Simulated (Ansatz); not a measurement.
input.yaml

```yaml
crystal:
  lattice:
    - [6.7257905753, 0.0, 0.0]
    - [0.0, 7.4487049055, 0.0]
    - [0.0, 0.0, 4.8467988311]
  atoms:
    - { symbol: Al, position: [0.009087035, 0.25, 0.9163692423] }
    - { symbol: Al, position: [0.1700981677, 0.4430054238, 0.3661167901] }
    - { symbol: Al, position: [0.1700981677, 0.0569945762, 0.3661167901] }
    - { symbol: Al, position: [0.3299018323, 0.5569945762, 0.8661167901] }
    - { symbol: Al, position: [0.6700981677, 0.4430054238, 0.1338832099] }
    - { symbol: Al, position: [0.8299018323, 0.9430054238, 0.6338832099] }
    - { symbol: Al, position: [0.6700981677, 0.0569945762, 0.1338832099] }
    - { symbol: Al, position: [0.8299018323, 0.5569945762, 0.6338832099] }
    - { symbol: Al, position: [0.3299018323, 0.9430054238, 0.8661167901] }
    - { symbol: Al, position: [0.509087035, 0.25, 0.5836307577] }
    - { symbol: Al, position: [0.990912965, 0.75, 0.0836307577] }
    - { symbol: Al, position: [0.490912965, 0.75, 0.4163692423] }
    - { symbol: Ni, position: [0.8697713889, 0.25, 0.4437446164] }
    - { symbol: Ni, position: [0.3697713889, 0.25, 0.0562553836] }
    - { symbol: Ni, position: [0.1302286111, 0.75, 0.5562553836] }
    - { symbol: Ni, position: [0.6302286111, 0.75, 0.9437446164] }
basis:
  ecutwfc: 500
kpoints:
  mp_grid: { grid: [6, 6, 8] }
hamiltonian:
  xc: r2scan
scf:
  occupations: { method: gaussian, width: 0.1 }
output:
  forces: true
  stress: true
  eigenvalues: true
relax:
  adjacent_minimum: "off"
  f_tol: 0.01
  max_steps: 30
  cell: { stress_tol: 0.1, fix: [volume] }
```

Launched with
```bash
ansatz run input.yaml --threads 4 --pin off --max-ram 10240MiB --backend cpu --events-out ev --progress --plain --runs-dir out
```

The calculation used Ansatz 0.2.0, DFT r2SCAN, scalar-relativistic, plane waves, PAW.

Part of what the program printed, abridged (iterations and final results):

```
SCF iter   1: F=—  HF=-29872.280338 eV  |F-HF|=—  |Δ(HF+E_count)|=         —  Δρ=2.64e-2  dr2=1.54e0  dr2_τ=2.71e-1  ethr=1.77e-3  ⟨swp⟩=6.7  Hψ=23844  notcnv=0  defer=81
SCF iter   2: F=—  HF=-29872.780902 eV  |F-HF|=—  |Δ(HF+E_count)|=   5.01e-1  Δρ=4.55e-2  dr2=3.26e0  dr2_τ=1.32e-2  ethr=1.43e-3  ⟨swp⟩=2.5  Hψ=9621  notcnv=0  defer=716  recentre
SCF iter   3: F=—  HF=-29872.449384 eV  |F-HF|=—  |Δ(HF+E_count)|=   3.32e-1  Δρ=7.65e-3  dr2=1.64e-1  dr2_τ=2.33e-4  ethr=1.43e-3  ⟨swp⟩=2.0  Hψ=7603  notcnv=0  defer=716
SCF iter   4: F=—  HF=-29872.427567 eV  |F-HF|=—  |Δ(HF+E_count)|=   2.18e-2  Δρ=3.66e-3  dr2=1.93e-2  dr2_τ=6.46e-5  ethr=1.52e-4  ⟨swp⟩=1.2  Hψ=6515  notcnv=0  defer=718
SCF iter   5: F=—  HF=-29872.426918 eV  |F-HF|=—  |Δ(HF+E_count)|=   6.49e-4  Δρ=1.09e-3  dr2=2.23e-3  dr2_τ=8.26e-5  ethr=1.79e-5  ⟨swp⟩=2.9  Hψ=8983  notcnv=0  defer=718
SCF iter   6: F=—  HF=-29872.426683 eV  |F-HF|=—  |Δ(HF+E_count)|=   2.35e-4  Δρ=7.22e-4  dr2=6.87e-4  dr2_τ=2.88e-6  ethr=2.07e-6  ⟨swp⟩=2.0  Hψ=6631  notcnv=0  defer=718
SCF iter   7: F=—  HF=-29872.426726 eV  |F-HF|=—  |Δ(HF+E_count)|=   4.26e-5  Δρ=3.61e-4  dr2=1.60e-4  dr2_τ=8.11e-7  ethr=6.36e-7  ⟨swp⟩=1.0  Hψ=4877  notcnv=0  defer=718
SCF iter   8: F=—  HF=-29872.426741 eV  |F-HF|=—  |Δ(HF+E_count)|=   1.54e-5  Δρ=7.36e-5  dr2=1.47e-5  dr2_τ=5.69e-8  ethr=1.48e-7  ⟨swp⟩=2.1  Hψ=7320  notcnv=0  defer=718
SCF iter   9: F=—  HF=-29872.426653 eV  |F-HF|=—  |Δ(HF+E_count)|=   8.74e-5  Δρ=2.68e-5  dr2=1.84e-6  dr2_τ=6.08e-9  ethr=1.36e-8  ⟨swp⟩=1.5  Hψ=5184  notcnv=0  defer=718
SCF iter  10: F=-29872.426653 eV  HF=-29872.426653 eV  |F-HF|=2.97e-8  |Δ(HF+E_count)|=   1.27e-7  Δρ=7.07e-6  dr2=5.81e-8  dr2_τ=2.80e-10  ethr=9.26e-11  ⟨swp⟩=10.6  Hψ=28947  notcnv=0
SCF 1 converged in 10 iterations: F = -29872.426653 eV  dr2 = 5.81e-8
relax step   1: F+E_penalty+E_count = -29872.42665329 eV  Δ(F+E_penalty+E_count) = +0.000e0 eV  max|allowed force component| = 2.005e-2 eV/Å  Δτ_max = 0.0000 Å  P = -6.490 GPa  Ω = 242.817 Å³  fix = [volume]  reactions: volume -6.490 GPa (10 SCF iters, dr2 threshold 1.00e-7 eV, accepted)
Basis set: ecut = 500 eV, 6155 PW (Γ), exchange–correlation on 200×240×144 points (64 copies of the dense FFT grid, shifted against one another)
Initial density: handed on by an earlier stage of this run
Initial wavefunctions: those handed on with the density
SCF iter   1: F=—  HF=-29872.424784 eV  |F-HF|=—  |Δ(HF+E_count)|=         —  Δρ=4.03e-4  dr2=4.79e-4  dr2_τ=4.10e-3  ethr=4.59e-7  ⟨swp⟩=2.0  Hψ=24701  notcnv=0
SCF iter   2: F=—  HF=-29872.428299 eV  |F-HF|=—  |Δ(HF+E_count)|=   3.52e-3  Δρ=3.31e-4  dr2=2.03e-4  dr2_τ=3.28e-6  ethr=4.43e-7  ⟨swp⟩=2.0  Hψ=9935  notcnv=0
SCF iter   3: F=—  HF=-29872.428323 eV  |F-HF|=—  |Δ(HF+E_count)|=   2.43e-5  Δρ=4.46e-4  dr2=3.39e-4  dr2_τ=1.17e-6  ethr=1.88e-7  ⟨swp⟩=2.0  Hψ=7655  notcnv=0
SCF iter   4: F=—  HF=-29872.428302 eV  |F-HF|=—  |Δ(HF+E_count)|=   2.12e-5  Δρ=2.30e-4  dr2=9.76e-5  dr2_τ=1.68e-6  ethr=1.88e-7  ⟨swp⟩=2.0  Hψ=7752  notcnv=0
SCF iter   5: F=—  HF=-29872.428310 eV  |F-HF|=—  |Δ(HF+E_count)|=   8.18e-6  Δρ=7.09e-5  dr2=9.28e-6  dr2_τ=4.97e-8  ethr=9.03e-8  ⟨swp⟩=1.0  Hψ=5600  notcnv=0
SCF iter   6: F=—  HF=-29872.428239 eV  |F-HF|=—  |Δ(HF+E_count)|=   7.13e-5  Δρ=8.06e-6  dr2=1.36e-7  dr2_τ=1.88e-9  ethr=8.60e-9  ⟨swp⟩=2.8  Hψ=8744  notcnv=0
SCF iter   7: F=—  HF=-29872.428239 eV  |F-HF|=—  |Δ(HF+E_count)|=   9.10e-8  Δρ=4.99e-6  dr2=4.72e-8  dr2_τ=8.54e-11  ethr=1.26e-10  ⟨swp⟩=2.0  Hψ=8933  notcnv=0
SCF iter   8: F=-29872.428239 eV  HF=-29872.428239 eV  |F-HF|=1.57e-8  |Δ(HF+E_count)|=   1.52e-8  Δρ=3.20e-6  dr2=2.01e-8  dr2_τ=6.61e-11  ethr=2.33e-11  ⟨swp⟩=5.8  Hψ=21527  notcnv=0
SCF 2 converged in 8 iterations: F = -29872.428239 eV  dr2 = 2.01e-8
relax step   2: F+E_penalty+E_count = -29872.42823902 eV  Δ(F+E_penalty+E_count) = -1.586e-3 eV  max|allowed force component| = 1.072e-2 eV/Å  Δτ_max = 0.0082 Å  P = -6.448 GPa  Ω = 242.817 Å³  energy of the carried Pulay correction = +8.943e-16 eV  fix = [volume]  reactions: volume -6.448 GPa (8 SCF iters, dr2 threshold 2.51e-8 eV, accepted)
SCF iter   1: F=—  HF=-29872.428416 eV  |F-HF|=—  |Δ(HF+E_count)|=         —  Δρ=2.22e-4  dr2=1.42e-4  dr2_τ=2.45e-4  ethr=1.37e-7  ⟨swp⟩=2.2  Hψ=24736  notcnv=0
SCF iter   2: F=—  HF=-29872.428639 eV  |F-HF|=—  |Δ(HF+E_count)|=   2.22e-4  Δρ=1.66e-4  dr2=6.68e-5  dr2_τ=5.10e-7  ethr=1.32e-7  ⟨swp⟩=2.0  Hψ=8627  notcnv=0
SCF iter   3: F=—  HF=-29872.428660 eV  |F-HF|=—  |Δ(HF+E_count)|=   2.10e-5  Δρ=3.71e-4  dr2=2.37e-4  dr2_τ=6.86e-7  ethr=6.19e-8  ⟨swp⟩=2.6  Hψ=9389  notcnv=0  recentre
SCF iter   4: F=—  HF=-29872.428649 eV  |F-HF|=—  |Δ(HF+E_count)|=   1.06e-5  Δρ=7.03e-5  dr2=1.12e-5  dr2_τ=2.05e-7  ethr=6.19e-8  ⟨swp⟩=2.1  Hψ=8018  notcnv=0
SCF iter   5: F=—  HF=-29872.428649 eV  |F-HF|=—  |Δ(HF+E_count)|=   3.56e-7  Δρ=1.99e-5  dr2=3.85e-7  dr2_τ=9.83e-9  ethr=1.04e-8  ⟨swp⟩=2.5  Hψ=8645  notcnv=0
SCF iter   6: F=—  HF=-29872.428575 eV  |F-HF|=—  |Δ(HF+E_count)|=   7.49e-5  Δρ=4.30e-6  dr2=4.92e-8  dr2_τ=9.85e-10  ethr=3.57e-10  ⟨swp⟩=2.0  Hψ=8847  notcnv=0
SCF iter   7: F=—  HF=-29872.428575 eV  |F-HF|=—  |Δ(HF+E_count)|=   5.29e-8  Δρ=5.79e-6  dr2=5.79e-8  dr2_τ=5.35e-11  ethr=4.56e-11  ⟨swp⟩=2.0  Hψ=8658  notcnv=0
SCF iter   8: F=-29872.428575 eV  HF=-29872.428575 eV  |F-HF|=1.07e-9  |Δ(HF+E_count)|=   1.53e-9  Δρ=6.81e-7  dr2=1.38e-9  dr2_τ=1.26e-11  ethr=6.65e-12  ⟨swp⟩=5.0  Hψ=24548  notcnv=0
SCF 3 converged in 8 iterations: F = -29872.428575 eV  dr2 = 1.38e-9
relax step   3: F+E_penalty+E_count = -29872.42857458 eV  Δ(F+E_penalty+E_count) = -3.356e-4 eV  max|allowed force component| = 3.328e-3 eV/Å  Δτ_max = 0.0061 Å  P = -6.424 GPa  Ω = 242.817 Å³  energy of the carried Pulay correction = +3.875e-15 eV  fix = [volume]  reactions: volume -6.424 GPa (8 SCF iters, dr2 threshold 7.19e-9 eV, accepted)
Initial wavefunctions: pseudopotential atomic-orbital guess (no wavefunctions were taken with the density)
SCF iter   1: F=—  HF=-29872.428634 eV  |F-HF|=—  |Δ(HF+E_count)|=         —  Δρ=2.34e-5  dr2=2.99e-8  dr2_τ=8.27e-9  ethr=2.10e-6  ⟨swp⟩=2.2  Hψ=34958  notcnv=0
SCF iter   2: F=—  HF=-29872.428571 eV  |F-HF|=—  |Δ(HF+E_count)|=   6.30e-5  Δρ=1.19e-5  dr2=9.70e-9  dr2_τ=3.60e-8  ethr=2.77e-11  ⟨swp⟩=4.0  Hψ=14646  notcnv=0
SCF iter   3: F=—  HF=-29872.428574 eV  |F-HF|=—  |Δ(HF+E_count)|=   3.18e-6  Δρ=5.45e-6  dr2=2.20e-8  dr2_τ=4.61e-9  ethr=8.98e-12  ⟨swp⟩=2.7  Hψ=10000  notcnv=0  recentre
SCF iter   4: F=—  HF=-29872.428574 eV  |F-HF|=—  |Δ(HF+E_count)|=   4.48e-7  Δρ=2.19e-6  dr2=3.17e-9  dr2_τ=9.60e-10  ethr=8.98e-12  ⟨swp⟩=2.0  Hψ=7710  notcnv=0
SCF iter   5: F=-29872.428574 eV  HF=-29872.428574 eV  |F-HF|=2.76e-10  |Δ(HF+E_count)|=   7.33e-8  Δρ=2.87e-7  dr2=1.89e-10  dr2_τ=7.33e-12  ethr=1.00e-12  ⟨swp⟩=4.7  Hψ=23252  notcnv=0
SCF 4 converged in 5 iterations: F = -29872.428574 eV  dr2 = 1.89e-10
SCF converged after 5 iterations
Free energy (F): -29872.428574 eV
Harris-Foulkes:  -29872.428574 eV  (|F-HF|=2.76e-10)
Internal energy: -29872.409793 eV  (E = F + TS)
E sigma→0 (E₀):  -29872.419184 eV
Entropy (-TS):   -0.018781 eV (-1.174 meV/atom)
Fermi energy:    9.556032 eV
--- Per-component energies (eV) ---
  E_band       = -1701.404142
  E_kinetic    = 1414.944902
  E_local      = -21723.957159  (includes V_loc(G=0)·N_el)
  E_nonlocal   = 2665.017058
  E_hartree    = 9511.422890
  E_xc         = -758.635271
  E_vxc        = -849.568026  (∫ρ·V_xc dr)
  E_paw        = -12252.964101  (= ΣΔE_a)
  E_vpaw       = -2282.818456  (= ΣTr[D̂ρ^β])
  E_aug_tail   = 0.000921  (compensation charges beyond the density's cutoff)
  E_vtau       = 52.129722  (kinetic-family band-sum trace: ∫τ·v_τ [+ j·A + Jᵃ·Aᵃ] dr)
  E_ewald      = -8726.317464
  E_core_change = -1.921571  (= ΣΔE_core)
  E_smearing   = -0.018781  (= −TS)
--- Forces (eV/Å), atoms counted from 1 ---
  atom   1  Al    -0.00332718     0.00000000    -0.00014608
  atom   2  Al     0.00227849     0.00040411    -0.00019188
  atom   3  Al     0.00227849    -0.00040411    -0.00019188
  atom   4  Al    -0.00227849    -0.00040411    -0.00019188
  atom   5  Al     0.00227849     0.00040411     0.00019188
  atom   6  Al    -0.00227849     0.00040411     0.00019188
  atom   7  Al     0.00227849    -0.00040411     0.00019188
  atom   8  Al    -0.00227849    -0.00040411     0.00019188
  atom   9  Al    -0.00227849     0.00040411    -0.00019188
  atom  10  Al    -0.00332718     0.00000000     0.00014608
  atom  11  Al     0.00332718     0.00000000     0.00014608
  atom  12  Al     0.00332718     0.00000000    -0.00014608
  atom  13  Ni    -0.00090204     0.00000000    -0.00166255
  atom  14  Ni    -0.00090204     0.00000000     0.00166255
  atom  15  Ni     0.00090204     0.00000000     0.00166255
  atom  16  Ni     0.00090204     0.00000000    -0.00166255
--- Stress (GPa, compression-positive) ---
       -6.422143       0.000000       0.000000
        0.000000      -6.417275       0.000000
        0.000000       0.000000      -6.433577
  P = ⅓ Tr σ = -6.4243 GPa (-64.243 kbar)
--- Band table (eV; the first three rows and the last of 80) ---
  k-point 0: bands = ["-97.7281", "-97.7281", "-97.7281", "-97.7281", "-56.6809", "-56.6809", "-56.6806", "-56.6806", "-56.6669", "-56.6668", "-56.6668", "-56.6668", "-56.5876", "-56.5876", "-56.5876", "-56.5876", "-1.7367", "1.0103", "1.1079", "1.6209", "1.7168", "4.0246", "4.0678", "4.0698", "4.2941", "4.3920", "4.7249", "5.7418", "5.8178", "5.9617", "6.2586", "6.3356", "6.4375", "6.4701", "6.5160", "6.5537", "6.6885", "6.7687", "6.8182", "6.9627", "6.9780", "7.0199", "7.0410", "7.0853", "7.1171", "7.3685", "7.6670", "7.8339", "8.1125", "8.5909", "8.7807", "8.8685", "8.9597", "9.0788", "9.2847", "10.0513", "11.2829", "11.3403", "11.6811", "11.7864", "11.8691", "11.8712", "11.9482", "12.013 ...
  k-point 1: bands = ["-97.7281", "-97.7281", "-97.7281", "-97.7281", "-56.6809", "-56.6809", "-56.6806", "-56.6806", "-56.6669", "-56.6668", "-56.6668", "-56.6668", "-56.5876", "-56.5876", "-56.5876", "-56.5876", "-1.6321", "1.1058", "1.2031", "1.7178", "1.8122", "3.1702", "4.1049", "4.1401", "4.3249", "4.3631", "5.2729", "5.3968", "5.4104", "5.7337", "6.0905", "6.1166", "6.3725", "6.5749", "6.5997", "6.6370", "6.7224", "6.7481", "6.8032", "6.9407", "6.9668", "7.0188", "7.0737", "7.1225", "7.1427", "7.4202", "7.5130", "7.8819", "7.8911", "7.9347", "8.5656", "8.7982", "9.3988", "9.4364", "9.7863", "10.3687", "10.5970", "11.1323", "11.1664", "11.6648", "11.7017", "12.2167", "12.7928", "12.967 ...
  k-point 2: bands = ["-97.7281", "-97.7281", "-97.7281", "-97.7281", "-56.6809", "-56.6809", "-56.6807", "-56.6806", "-56.6669", "-56.6668", "-56.6668", "-56.6668", "-56.5876", "-56.5876", "-56.5876", "-56.5876", "-1.3198", "1.3334", "1.4873", "2.0053", "2.0083", "2.1392", "4.2307", "4.3391", "4.3606", "4.4099", "4.4718", "4.7309", "5.0296", "5.0910", "6.1156", "6.1342", "6.2660", "6.4242", "6.5555", "6.6971", "6.7826", "6.8100", "6.8483", "6.8861", "6.9289", "7.0036", "7.0888", "7.1188", "7.2193", "7.3822", "7.4108", "7.4113", "7.5371", "7.9825", "8.6493", "8.8452", "8.9292", "9.4844", "9.7452", "9.8509", "11.4859", "12.0241", "12.1406", "12.3609", "12.4717", "12.9481", "13.0377", "13.2386 ...
  k-point 79: bands = ["-97.7281", "-97.7281", "-97.7281", "-97.7281", "-56.6808", "-56.6808", "-56.6808", "-56.6808", "-56.6668", "-56.6668", "-56.6668", "-56.6668", "-56.5876", "-56.5876", "-56.5876", "-56.5876", "1.2509", "1.2509", "1.2509", "1.2509", "1.6638", "1.6638", "1.6638", "1.6638", "5.3675", "5.3675", "5.3675", "5.3675", "6.1696", "6.1696", "6.1696", "6.1696", "6.4723", "6.4723", "6.4723", "6.4723", "6.7532", "6.7532", "6.7532", "6.7532", "7.1482", "7.1482", "7.1482", "7.1482", "7.3689", "7.3689", "7.3689", "7.3689", "8.1804", "8.1804", "8.1804", "8.1804", "9.0616", "9.0616", "9.0616", "9.0616", "10.4768", "10.4768", "10.4768", "10.4768", "13.4983", "13.4983", "13.4983", "13.4983 ...
--- Relaxed structure (3 steps of the walk, 3 accepted, 1 SCFs on fresh bases) ---
  F+E_penalty+E_count = -29872.42857444 eV   max|allowed force component| = 3.327e-3 eV/Å   (the final SCF, on the basis selected at the relaxed cell)
  cell:  # Å, volume = 242.8170 Å³
    - [6.72275334, 0.0, 0.0]
    - [0.0, 7.44527703, 0.0]
    - [0.0, 0.0, 4.85122104]
  atoms:
    - { symbol: Al, position: [0.00745543, 0.25, 0.91723358] }
    - { symbol: Al, position: [0.16902914, 0.44329497, 0.36387937] }
    - { symbol: Al, position: [0.16902914, 0.05670502, 0.36387937] }
    - { symbol: Al, position: [0.33097085, 0.55670502, 0.86387937] }
    - { symbol: Al, position: [0.66902914, 0.44329497, 0.13612062] }
    - { symbol: Al, position: [0.83097085, 0.94329497, 0.63612062] }
    - { symbol: Al, position: [0.66902914, 0.05670502, 0.13612062] }
    - { symbol: Al, position: [0.83097085, 0.55670502, 0.63612062] }
    - { symbol: Al, position: [0.33097085, 0.94329497, 0.86387937] }
    - { symbol: Al, position: [0.50745543, 0.25, 0.58276641] }
    - { symbol: Al, position: [0.99254456, 0.75, 0.08276641] }
    - { symbol: Al, position: [0.49254456, 0.75, 0.41723358] }
    - { symbol: Ni, position: [0.86903155, 0.25, 0.44433637] }
    - { symbol: Ni, position: [0.36903155, 0.25, 0.05566362] }
    - { symbol: Ni, position: [0.13096844, 0.75, 0.55566362] }
    - { symbol: Ni, position: [0.63096844, 0.75, 0.94433637] }
```

The relaxation met its thresholds.

It took 2.2 min on 4 threads of Oxide Virtual Turin-like Processor (Zen 5), with other jobs on the host, peak memory 2 GiB.